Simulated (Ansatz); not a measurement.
## One structure type, 3 elements: Ba5Ge2N6, Ba5Hf2N6, Ba5Zr2N6

The numbers come from a DFT calculation in Ansatz (PBE, plane waves and PAW, scalar-relativistic, 420 eV cutoff). The cells come from the Materials Project (computed, not necessarily observed phases), with the atoms as given. Forces reach 0.2 eV/Å in them. Spin–orbit coupling is left out, which moves gradients at and beside heavy atoms (Ba, Hf) by some per cent and at some sites by far more. All compounds take space group C2/c with the same Wyckoff sites and nearly the same cell shape, and differ in the element M (Ge, Hf, Zr). Sites are named by their Wyckoff letter. V_zz in 10²¹ V/m².

| M | compound | source | cell edges (Å) | first shell of Ba on e | Ba on e: V_zz (η) | M on f: V_zz (η) |
| --- | --- | --- | --- | --- | --- | --- |
| Ge | Ba5Ge2N6 | MP | 10.782, 7.157, 14.378; β = 99.4° | 6 N at 2.67–3.28 Å; also 2 Ba at 3.67 Å | -13.32 (0.88) | 7.46 (0.68) |
| Hf | Ba5Hf2N6 | MP | 11.267, 7.476, 14.964; β = 96.4° | 2 N at 2.64 Å, angle 114° | 9.95 (0.84) | 32.5 (0.58) |
| Zr | Ba5Zr2N6 | MP | 11.321, 7.537, 14.999; β = 96.3° | 2 N at 2.63 Å, angle 114° | ? | ? |

Task: Estimate the values withheld for Ba5Zr2N6.

Result: Ba on e: 9.20 (0.92); Zr on f: 13.28 (0.68).
